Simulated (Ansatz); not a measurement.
MgS (rock salt) is sheared across one {100} plane: the third cell vector gains the shift, so faults repeat every 7.8 Å. The cut lies between planes 2.61 Å apart; the cell height is held.

```xyz
6
Lattice="3.6979 0.0000 0.0000 0.0000 3.6979 0.0000 1.8490 1.8490 7.8445" Properties=species:S:1:pos:R:3 pbc="T T T"
S      1.5408     1.5408     6.5371
S      1.5408     1.5408     1.3074
S      3.3898     3.3898     3.9222
Mg     3.3898     3.3898     6.5371
Mg     3.3898     3.3898     1.3074
Mg     1.5408     1.5408     3.9222
```

In-plane vectors a = (3.698, 0.000) Å, b = (0.000, 3.698) Å, area 13.67 Å². The shift is s times the vector a (length 3.698 Å), so s = 1 restores the start. The shift is rigid: no atom relaxes. γ = [E(shift) − E(0)] / area.

All values below come from PBE (plane waves to 420 eV, PAW, scalar-relativistic; Ansatz, an electronic-structure program). k mesh 8×8×8 (Γ-centred), Fermi-Dirac smearing 0.05 eV. E is the zero-smearing estimate. Faults lie only 7.8 Å apart, and holding the cell height and the atoms raises γ above its relaxed value. MgS was relaxed with its symmetry unable to fall. The zero of γ is zero shift.

```json
[
 {"s": "0.000", "γ (mJ/m²)": "0"},
 {"s": "0.083", "γ (mJ/m²)": "72"},
 {"s": "0.167", "γ (mJ/m²)": "282"},
 {"s": "0.250", "γ (mJ/m²)": "604"},
 {"s": "0.333", "γ (mJ/m²)": "972"},
 {"s": "0.417", "γ (mJ/m²)": "1278"},
 {"s": "0.500", "γ (mJ/m²)": "1400"},
 {"s": "0.583", "γ (mJ/m²)": "1278"},
 {"s": "0.667", "γ (mJ/m²)": "972"},
 {"s": "0.750", "γ (mJ/m²)": "604"},
 {"s": "0.833", "γ (mJ/m²)": "282"},
 {"s": "0.917", "γ (mJ/m²)": "72"}
]
```

Problem. Does γ have a local minimum between the ends of the line, and at which s?

Solution. No computed point is one.

Problem. By a periodic cubic spline through the points, what shear stress does the steepest rise of γ from s = 0 correspond to?

Solution. 12 GPa. A slope of 1 mJ/m² per Å is 0.01 GPa.

(The slope of γ gives the shear force per area between the displaced halves; near zero shift its curvature is an elastic stiffness.)
